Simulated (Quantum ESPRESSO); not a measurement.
pw.x input (Quantum ESPRESSO 7.5; PBEsol, PseudoDojo standard norm-conserving files, fully relativistic):

```
&CONTROL
  calculation = 'scf'
  pseudo_dir = './pseudo'
  outdir = './out'
  tprnfor = .true.
  tstress = .true.
/
&SYSTEM
  ibrav = 0
  nat = 4
  ntyp = 3
  ecutwfc = 80.0
  ecutrho = 320.0
  occupations = 'smearing'
  smearing = 'fd'
  degauss = 0.002
  nbnd = 43
  noncolin = .true.
  lspinorb = .true.
/
&ELECTRONS
  conv_thr = 4e-10
/
ATOMIC_SPECIES
P 30.9738 P.upf
Ga 69.7230 Ga.upf
In 114.8180 In.upf
CELL_PARAMETERS angstrom
  2.001341812282   1.155475234062   6.556446806000
 -2.001341812282   1.155475234062   6.556446806000
 -0.000000000000  -2.310950468123   6.556446806000
ATOMIC_POSITIONS crystal
P   0.880618371500   0.880618371500   0.880618371500
P   0.370051394500   0.370051394500   0.370051394500
Ga   0.000010560700   0.000010560700   0.000010560700
In   0.499335673200   0.499335673200   0.499335673200
K_POINTS automatic
8 8 8 0 0 0
```

End of the output:

```

[...]
     the Fermi energy is     7.6972 ev
!    total energy              =    -312.97274610 Ry
     estimated scf accuracy    <          1.6E-10 Ry
     smearing contrib. (-TS)   =      -0.00000000 Ry
     internal energy E=F+TS    =    -312.97274610 Ry
     The total energy is F=E-TS. E is the sum of the following terms:
     one-electron contribution =    -127.72987210 Ry
     hartree contribution      =      89.45772425 Ry
     xc contribution           =     -89.21442735 Ry
     ewald contribution        =    -185.48617089 Ry
     convergence has been achieved in  11 iterations
     Forces acting on atoms (cartesian axes, Ry/au):
     atom    1 type  1   force =     0.00000000    0.00000000   -0.00012677
     atom    2 type  1   force =     0.00000000    0.00000000    0.00031511
     atom    3 type  2   force =    -0.00000000    0.00000000   -0.00015683
     atom    4 type  3   force =     0.00000000    0.00000000   -0.00003150
     Total force =     0.000375     Total SCF correction =     0.000082
     SCF correction compared to forces is large: reduce conv_thr to get better values
     Computing stress (Cartesian axis) and pressure
          total   stress  (Ry/bohr**3)                   (kbar)     P=       -0.15
  -0.00000394   0.00000000  -0.00000000           -0.58        0.00       -0.00
   0.00000000  -0.00000394   0.00000000            0.00       -0.58        0.00
   0.00000000   0.00000000   0.00000479            0.00        0.00        0.70
```
In a gapped system the printed Fermi energy is only some level inside the gap.

Geometry relaxed with PBEsol.
